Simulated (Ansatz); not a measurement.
The relaxed structure here is a generated cell of Nb2C: the first start was made by placing the elements on the sites of a structure type, and the end was not matched to a known phase here, so it may be hypothetical.

A relaxed cell of Nb2C (P-62m (No. 189)), relaxed on a k-mesh at least as fine as the one used below. Method: PBEsol (plane waves to 420 eV, PAW, scalar-relativistic; Ansatz, a first-principles code). Γ-centred k-mesh 6×6×10 on the run's cell (coarser than for final values), Fermi–Dirac smearing 0.05 eV.

```
CELL_PARAMETERS angstrom
      6.44362     0.00000     0.00000
     -3.22181     5.58033     0.00000
      0.00000     0.00000     3.20172
ATOMIC_POSITIONS crystal
  Nb 0.25404 0.00000 0.00000
  Nb 0.00000 0.25404 0.00000
  Nb 0.74596 0.74596 0.00000
  Nb 0.58271 0.00000 0.50000
  Nb 0.00000 0.58271 0.50000
  Nb 0.41729 0.41729 0.50000
  C  0.00000 0.00000 0.50000
  C  0.33333 0.66667 0.00000
  C  0.66667 0.33333 0.00000
```

Every atom was then displaced along an unstable phonon, and the forces became (eV/Å):

| atom | Fx | Fy | Fz |
|---|---|---|---|
| Nb1 | 0.21 | 0.29 | 0.00 |
| Nb2 | 0.47 | -0.43 | 0.00 |
| Nb3 | -0.32 | -0.13 | 0.00 |
| Nb4 | 0.27 | -0.06 | 0.00 |
| Nb5 | -0.05 | 0.01 | 0.00 |
| Nb6 | -0.41 | -0.14 | 0.00 |
| C7 | 0.03 | -0.16 | 0.00 |
| C8 | 0.31 | 0.09 | 0.00 |
| C9 | -0.50 | 0.55 | 0.00 |

Task: Which atom was moved farthest relative to the others, and in which direction?

Result: Nb4, by (0.00, 0.18, 0.00) Å (0.18 Å, mean shift removed); the next is C9 with 0.12 Å. Its force makes an angle of 103° with its move.

All displacements (Å):

| atom | ux | uy | uz |
|---|---|---|---|
| Nb1 | 0.000 | -0.070 | 0.000 |
| Nb2 | -0.010 | -0.052 | 0.000 |
| Nb3 | 0.010 | -0.052 | 0.000 |
| Nb4 | 0.000 | 0.150 | 0.000 |
| Nb5 | 0.069 | 0.030 | 0.000 |
| Nb6 | -0.069 | 0.030 | 0.000 |
| C7 | 0.000 | -0.090 | 0.000 |
| C8 | -0.103 | -0.092 | 0.000 |
| C9 | 0.103 | -0.092 | 0.000 |

The undisplaced cell is probably no minimum: from this displacement the run went on to Pm (No. 6), 0.19 eV/atom below it.

No spin polarisation in the result.
